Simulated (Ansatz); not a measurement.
A relaxation computed with Ansatz, from input to last step.

```yaml
crystal:
  lattice:
    - [-2.21805591, 2.21805591, 7.7121255659]
    - [2.21805591, -2.21805591, 7.7121255659]
    - [2.21805591, 2.21805591, -7.7121255659]
  atoms:
    - { symbol: Te, position: [0.0, 0.0, 0.0] }
    - { symbol: Te, position: [0.75, 0.25, 0.5] }
    - { symbol: S, position: [0.4165, 0.4165, 0.0] }
    - { symbol: S, position: [0.1665, 0.6665, 0.5] }
    - { symbol: S, position: [0.3335, 0.8335, 0.5] }
    - { symbol: S, position: [0.5835, 0.5835, 0.0] }
basis:
  ecutwfc: 420
kpoints:
  mp_grid: { grid: [6, 6, 6] }
hamiltonian:
  xc: pbe
scf:
  occupations: { method: gaussian, width: 0.1 }
  lower_state_search: "off"
output:
  forces: true
  stress: true
  eigenvalues: true
relax:
  adjacent_minimum: "off"
  f_tol: 0.04
  max_steps: 70
  cell: { stress_tol: 0.4 }
```

```bash
ansatz run input.yaml --threads 1 --pin off --max-ram 2560MiB --backend cpu --events-out ev --progress --plain --runs-dir out
```

Theory: Ansatz, DFT PBE, scalar-relativistic, plane waves, PAW.

Of 7 frames 7 are shown, positions in Å and forces in eV/Å; the SCF threshold varies from step to step. Steps run on the plane waves of an earlier cell, with a Pulay correction in the pressure. The basis is chosen afresh for the last frame, the zero of the energies, and at times for earlier ones too; energy and pressure step there, also at an unchanged geometry.

```xyz
6
Lattice="-2.2181 2.2181 7.7121 2.2181 -2.2181 7.7121 2.2181 2.2181 -7.7121" Properties=species:S:1:pos:R:3:forces:R:3 pbc="T T T" step=1 free_energy_over_end_meV_per_atom=181.76 pressure_GPa=-5.86
Te    0.0000    0.0000    0.0000    0.0000    0.0000    0.0000
Te    0.0000    2.2181    3.8561    0.0000    0.0000    0.0000
S     0.0000    0.0000    6.4242    0.0000    0.0000   -0.5124
S     2.2181    0.0000    2.5681    0.0000    0.0000   -0.5124
S     2.2181    0.0000    5.1440    0.0000    0.0000    0.5124
S     0.0000    0.0000    9.0001    0.0000    0.0000    0.5124
6
Lattice="-2.1231 2.1231 7.4640 2.1231 -2.1231 7.4640 2.1231 2.1231 -7.4640" Properties=species:S:1:pos:R:3:forces:R:3 pbc="T T T" step=2 free_energy_over_end_meV_per_atom=98.77 pressure_GPa=-1.28
Te    0.0000    0.0000    0.0000    0.0000    0.0000    0.0000
Te    0.0000    2.1231    3.7320    0.0000    0.0000    0.0000
S     0.0000    0.0000    6.1911    0.0000    0.0000   -0.7762
S     2.1231    0.0000    2.4590    0.0000    0.0000   -0.7762
S     2.1231    0.0000    5.0050    0.0000    0.0000    0.7762
S     0.0000    0.0000    8.7370    0.0000    0.0000    0.7762
6
Lattice="-2.0148 2.0148 7.5509 2.0148 -2.0148 7.5509 2.0148 2.0148 -7.5509" Properties=species:S:1:pos:R:3:forces:R:3 pbc="T T T" step=3 free_energy_over_end_meV_per_atom=42.05 pressure_GPa=5.70
Te    0.0000    0.0000    0.0000    0.0000    0.0000    0.0000
Te    0.0000    2.0148    3.7755    0.0000    0.0000    0.0000
S     0.0000    0.0000    6.1268    0.0000    0.0000   -0.3601
S     2.0148    0.0000    2.3513    0.0000    0.0000   -0.3601
S     2.0148    0.0000    5.1996    0.0000    0.0000    0.3601
S     0.0000    0.0000    8.9751    0.0000    0.0000    0.3601
6
Lattice="-2.0550 2.0550 7.6906 2.0550 -2.0550 7.6906 2.0550 2.0550 -7.6906" Properties=species:S:1:pos:R:3:forces:R:3 pbc="T T T" step=4 free_energy_over_end_meV_per_atom=6.21 pressure_GPa=2.13
Te    0.0000    0.0000    0.0000    0.0000    0.0000    0.0000
Te    0.0000    2.0550    3.8453    0.0000    0.0000    0.0000
S     0.0000    0.0000    6.1926    0.0000    0.0000   -0.0697
S     2.0550    0.0000    2.3473    0.0000    0.0000   -0.0697
S     2.0550    0.0000    5.3434    0.0000    0.0000    0.0697
S     0.0000    0.0000    9.1887    0.0000    0.0000    0.0697
6
Lattice="-2.0829 2.0829 7.7301 2.0829 -2.0829 7.7301 2.0829 2.0829 -7.7301" Properties=species:S:1:pos:R:3:forces:R:3 pbc="T T T" step=5 free_energy_over_end_meV_per_atom=0.05 pressure_GPa=0.31
Te    0.0000    0.0000    0.0000    0.0000    0.0000    0.0000
Te    0.0000    2.0829    3.8651    0.0000    0.0000    0.0000
S     0.0000    0.0000    6.2076    0.0000    0.0000   -0.0155
S     2.0829    0.0000    2.3425    0.0000    0.0000   -0.0155
S     2.0829    0.0000    5.3877    0.0000    0.0000    0.0155
S     0.0000    0.0000    9.2527    0.0000    0.0000    0.0155
6
Lattice="-2.0910 2.0910 7.7105 2.0910 -2.0910 7.7105 2.0910 2.0910 -7.7105" Properties=species:S:1:pos:R:3:forces:R:3 pbc="T T T" step=6 free_energy_over_end_meV_per_atom=-0.23 pressure_GPa=0.05
Te    0.0000    0.0000    0.0000    0.0000    0.0000    0.0000
Te    0.0000    2.0910    3.8552    0.0000    0.0000    0.0000
S     0.0000    0.0000    6.1853    0.0000    0.0000    0.0167
S     2.0910    0.0000    2.3301    0.0000    0.0000    0.0167
S     2.0910    0.0000    5.3804    0.0000    0.0000   -0.0167
S     0.0000    0.0000    9.2357    0.0000    0.0000   -0.0167
6
Lattice="-2.0910 2.0910 7.7105 2.0910 -2.0910 7.7105 2.0910 2.0910 -7.7105" Properties=species:S:1:pos:R:3:forces:R:3 pbc="T T T" step=7 free_energy_over_end_meV_per_atom=0.00 pressure_GPa=0.05
Te    0.0000    0.0000    0.0000    0.0000    0.0000    0.0000
Te    0.0000    2.0910    3.8552    0.0000    0.0000    0.0000
S     0.0000    0.0000    6.1853    0.0000    0.0000    0.0167
S     2.0910    0.0000    2.3301    0.0000    0.0000    0.0167
S     2.0910    0.0000    5.3804    0.0000    0.0000   -0.0167
S     0.0000    0.0000    9.2357    0.0000    0.0000   -0.0167
```

The start puts this composition into another compound's structure type, which needn't suit it. At the end the space group is I4_1/amd (tolerance 0.05 Å).

Time: 32 s on 1 thread of Intel(R) Xeon(R) 6975P-C (Granite Rapids), on a shared host, peak memory 0.5 GiB.

The k mesh is coarse.